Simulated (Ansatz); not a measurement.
Starting cell, Ir (fcc, Cu type):

```
Ir
1.0
    3.87085     0.00000     0.00000
    0.00000     3.87085     0.00000
    0.00000     0.00000     3.87085
Ir
4
Direct
  0.00000   0.00000   0.00000
  0.50000   0.50000   0.00000
  0.50000   0.00000   0.50000
  0.00000   0.50000   0.50000
```

In this cell atom 3 (Ir, nearest neighbour Ir at 2.737 Å; its periodic images, 3.9 Å or more away, move with it) is moved by s along Cartesian [110], unit vector (0.707, 0.707, 0.000); all other atoms and the cell stay fixed.

Calculation: PBE (plane waves to 420 eV, PAW, scalar-relativistic; Ansatz, an electronic-structure program). k mesh 10×10×10 (Γ-centred), Fermi-Dirac smearing 0.05 eV. Left out: 4 of 11 points, with atoms too close for the PAW data. With partly filled bands, energies and forces of such displacements shift with the k mesh and the smearing. F∥ is the force on the atom along that direction. Ir is run without spin polarisation. Ir was relaxed with its symmetry unable to fall. Spin-orbit coupling is left out, though Ir is heavy. 

```
s (Å)   F∥ (eV/Å)
------  ---------
-0.492     10.400
-0.328      5.499
-0.164      2.291
0.000       0.000
0.164      -2.291
0.328      -5.499
0.492     -10.400
```

### Question
What is the force constant k = d²E/ds² of this move at s = 0?

### Answer
13.0 eV/Å². The forces along the line at the two nearest points give (2.291 − (-2.291)) / (2·0.164) = 13.97 eV/Å²; the next pair corrects for the finite step.

(A displaced cell: forces are minus the slopes of the energy, force constants its curvatures, and phonons follow from these.)
